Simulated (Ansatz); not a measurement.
Values for one crystal, relaxed and computed with r²SCAN in the plane-wave PAW code Ansatz; other levels are named.

| Property | Value |
|---|---|
| Volume per atom | 25.03 Å³ |
| Electronic character | metallic (no gap) |
| Density of states at the Fermi level | 2.1 states/eV per atom (mean over ±0.08 eV) |
| Bulk modulus (Birch–Murnaghan fit) | 53.4 GPa |
| Pressure derivative B′ | 3.0 |

Q: Pick the material that matches.
A. Sc, dhcp (α-La type)
B. Rh, fcc (Cu type)
C. Hf, hcp (Mg type)
D. Nb, bcc (W type)

A: A, Sc, dhcp (α-La type)

Space group P6_3/mmc (dhcp (α-La type)). The start of the workflow was typed in or built on a structure type. Its sites differ from those of the usual phase in this space group: another stacking or structure type. The r²SCAN relaxation kept the symmetry of its start; its stability against distortions is not shown here. No spin polarisation was allowed.

Potentials: the earlier of the program's two PAW sets.
